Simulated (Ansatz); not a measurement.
Single points with r2SCAN in Ansatz 0.2.0, PAW, spin-restricted, at the geometries given.

Task: Rank them by pressure, from most stretched to most compressed.
A.
YSi2Ir2 (500 eV, 6×6×6 mesh on the cell that ran, as a rule the primitive one, fermi-dirac 0.1 eV)
Space group Fddd:1 (No. 70). a = 6.222 Å, b = 10.005 Å, c = 11.720 Å, α = 90.00°, β = 90.00°, γ = 90.00°
```tsv
atom	site	symmetry	x	y	z
Ir	16g	..2	0.5000	0.0000	0.8726
Si	16f	.2.	0.0000	0.1790	0.5000
Y	8a	222	0.5000	0.0000	0.5000
```
B.
Sr (500 eV, 10×10×6 mesh on the cell that ran, as a rule the primitive one, fermi-dirac 0.1 eV)
```
Sr
1.0
     1.90939    3.30716    0.00000
    -1.90939    3.30716    0.00000
     0.00000    0.00000    6.05331
Sr
2
Cartesian
  -0.0002 2.2049 1.5133
  -0.0002 4.4094 4.5400
```
C.
CuTe (500 eV, 8×8×7 mesh on the cell that ran, as a rule the primitive one, fermi-dirac 0.1 eV)
Space group P4/mmm (No. 123). a = 4.099 Å, b = 4.099 Å, c = 5.090 Å, α = 90.00°, β = 90.00°, γ = 90.00°
```tsv
atom	site	symmetry	x	y	z
Te	1d	4/mmm	0.5000	0.5000	0.5000
Cu	1a	4/mmm	0.0000	0.0000	0.0000
```

Result: C (-8.2 GPa), A (5.2 GPa), B (8.2 GPa).

Origins: Sr, a known structure type with other elements, at an estimated volume; CuTe, a known structure type with other elements, at an estimated volume; YSi2Ir2, a known structure type with other elements, at an estimated volume. Caveats for one or more cells: odd electron count without spin polarisation, so a magnetic state may lie lower.
